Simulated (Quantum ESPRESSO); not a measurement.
Field gradients of Li$_{4}$Br$_{3}$Cl from the PAW reconstruction of the field gradient on a scalar-relativistic PBE ground state (a modified build of Quantum ESPRESSO, JTH datasets). The input of pw.x:

```
&CONTROL
  calculation = 'scf'
  prefix = 'x'
  pseudo_dir = './pseudo'
  outdir = './out'
  tprnfor = .true.
/
&SYSTEM
  ibrav = 0
  nat = 8
  ntyp = 3
  ecutwfc = 50
  ecutrho = 200
  occupations = 'fixed'
  nbnd = 24
/
&ELECTRONS
  conv_thr = 1e-11
/
ATOMIC_SPECIES
Li 6.940 Li.GGA_PBE-JTH.UPF
Cl 35.450 Cl.GGA_PBE-JTH.UPF
Br 79.904 Br.GGA_PBE-JTH.UPF
CELL_PARAMETERS angstrom
    5.431558876000     0.000000000000     0.000000000000
    0.000000000000     5.431558876000     0.000000000000
    0.000000000000     0.000000000000     5.431558876000
ATOMIC_POSITIONS crystal
Li     0.000000000000     0.000000000000     0.000000000000
Cl     0.500000000000     0.000000000000     0.000000000000
Li     0.000000000000     0.500000000000     0.500000000000
Br     0.500000000000     0.500000000000     0.500000000000
Li     0.500000000000     0.000000000000     0.500000000000
Br     0.000000000000     0.000000000000     0.500000000000
Li     0.500000000000     0.500000000000     0.000000000000
Br     0.000000000000     0.500000000000     0.000000000000
K_POINTS automatic
4 4 4 0 0 0
```
The cell was made here from a computed Materials Project entry: one of 4 Br replaced by Cl, cell and atoms relaxed (PBE without dispersion, pw.x of Quantum ESPRESSO, symmetry kept). The parent is LiBr in Fm-3m. The swapped cell is a model, not a known phase. Stability against distortions was not tested.

Vzz is the sum of three terms, each taken along its main axis: the smooth valence density, the ions (nucleus and frozen core) with the augmentation charges of all other spheres, and the all-electron minus smooth density in the atom's own sphere. The split hangs on the datasets.  Cores are frozen. Against all-electron runs on small test molecules, this scheme's |Vzz| missed by −5 % on Br.

```csv
site,smooth valence density,ions and other spheres,own sphere,Vzz (a.u.)
"Br (atoms 4, 6, 8)",0.001,-0.002,(withheld),(withheld)
```

Problem. Fill in the missing entries.

Solution. 
- Br (atoms 4, 6, 8), own sphere: -0.020
- Br (atoms 4, 6, 8), Vzz (a.u.): -0.021
